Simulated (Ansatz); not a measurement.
Q: Y (hcp (Mg type), space group No. 194) is relaxed with plane-wave PAW LDA (Ansatz code). What lattice parameters of the conventional cell result?

A: a = 3.543 Å, c = 5.505 Å.

Its a lies over 2 % below tabulated measurements.

Space group P6_3/mmc (hcp (Mg type)). The cell was relaxed with LDA under the symmetry of its start. The run is not spin-polarised. Axis ratios of metals converge slowly with the k-mesh, so a and c are less sure than the volume.

Potentials: the earlier of the program's two PAW sets. The files were generated under PBE; for other functionals the program regenerates the frozen cores, and for LDA and PBEsol the local potential too.
